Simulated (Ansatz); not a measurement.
Relaxed-ion elastic tensor of Ca3GeO (anti-perovskite, Pm-3m) in GPa (Voigt order), plane-wave PAW PBEsol (Ansatz code); density 3.41 g/cm³, 20.37 Å³ per atom.

```
      1     2     3     4     5     6
-  ----  ----  ----  ----  ----  ----
1   136  27.0  27.0   0.0   0.0   0.0
2  27.0   136  27.0   0.0   0.0   0.0
3  27.0  27.0   136   0.0   0.0   0.0
4   0.0   0.0   0.0  52.9   0.0   0.0
5   0.0   0.0   0.0   0.0  52.9   0.0
6   0.0   0.0   0.0   0.0   0.0  52.9
```

**Question.** Is the crystal mechanically stable?

**Answer.** Yes: the smallest eigenvalue of C is 52.9 GPa.

**Question.** Work out the Voigt, Reuss and Hill averages.

**Answer.** K_V = 63.2, K_R = 63.2, K_H = 63.2; G_V = 53.5, G_R = 53.5, G_H = 53.5 GPa.

**Question.** Give Young's modulus, Poisson's ratio, Pugh's ratio and the universal anisotropy index.

**Answer.** E = 9KG/(3K + G) = 125 GPa; ν = 0.17; K/G = 1.18 (brittle by the Pugh limit of 1.75); A_U = 5G_V/G_R + K_V/K_R − 6 = 0.00.

**Question.** Estimate the sound speeds and the Debye temperature.

**Answer.** v_l = √((K + 4G/3)/ρ) = 6290 m/s, v_t = √(G/ρ) = 3960 m/s, mean 4360 m/s; Θ = (h/k)(3n/4πV)^(1/3) v_m = 475 K.

**Question.** Give the Zener ratio and Young's modulus along [100], [110] and [111].

**Answer.** A = 2C44/(C11 − C12) = 0.97; 1/E = S11 − 2(S11 − S12 − S44/2)Γ with Γ = 0, 1/4, 1/3 gives 127, 125, 124 GPa.

**Question.** Solve the Christoffel equation for the three sound speeds along [100], [110], [111].

**Answer.** Eigenvalues of C_ijkl n_j n_l equal ρv². In km/s, slowest first: [100] 3.94, 3.94, 6.31; [110] 3.94, 3.99, 6.28; [111] 3.98, 3.98, 6.27.

The workflow started from an entry of the Crystallography Open Database (COD), which files this formula under 2 space groups. Its standing as an ambient phase is unchecked. The cell was relaxed with PBEsol under the symmetry of its start; its stability against distortions is not shown here. As this level gives no gap, shear constants depend on the k-mesh and smearing (Fermi–Dirac, 0.1 eV here).

Potentials: the later of the program's two PAW sets.
